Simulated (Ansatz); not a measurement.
## MgNi3Te4: phonons across the zone

Method: DFT PBE, scalar-relativistic, plane waves, PAW in Ansatz. Plane waves to 420 eV; Γ-centred k mesh 12×12×4; Fermi-Dirac smearing of 0.15 eV. No spin polarisation. Phonons by linear response, acoustic sum rule imposed.

Equilibrium structure at this level:
```yaml
crystal:
  lattice:
    - [4.10436, 0.00000, 0.00000]
    - [-2.05218, 3.55448, 0.00000]
    - [0.00000, 0.00000, 11.25675]
  atoms:
    - { symbol: Mg, position: [0.00000, 0.00000, 0.00000] }
    - { symbol: Ni, position: [0.00000, 0.00000, 0.50000] }
    - { symbol: Ni, position: [0.00000, 0.00000, 0.26256] }
    - { symbol: Ni, position: [0.00000, 0.00000, 0.73744] }
    - { symbol: Te, position: [0.33333, 0.66667, 0.15599] }
    - { symbol: Te, position: [0.33333, 0.66667, 0.61155] }
    - { symbol: Te, position: [0.66667, 0.33333, 0.38845] }
    - { symbol: Te, position: [0.66667, 0.33333, 0.84401] }
```

The cell was found from a structure generator's guess, not taken from experiment. In a metal, frequencies and elastic constants depend on the k mesh and the smearing, soft modes and shear constants most. Spin–orbit coupling is left out, which matters for heavy elements. The q mesh is coarse, so values between its points are rough.

Force constants from linear response on a 2×2×1 q mesh.

Task: Is the structure dynamically stable on this mesh?

Result: Yes, on this mesh: no mode is imaginary.

Task: Give the frequencies (cm⁻¹; i marks imaginary ones) at the irreducible q points, in fractions of the reciprocal vectors.

Result:
```csv
q,star,frequencies
0.000 0.000 0.000,1,0 0 0 52 52 52 52 93 102 105 105 118 120 120 121 139 139 145 147 147 167 185 185 222
0.000 -0.500 0.000,3,49 56 69 73 74 74 76 90 103 105 108 124 129 133 133 141 143 144 145 150 172 185 199 221
```
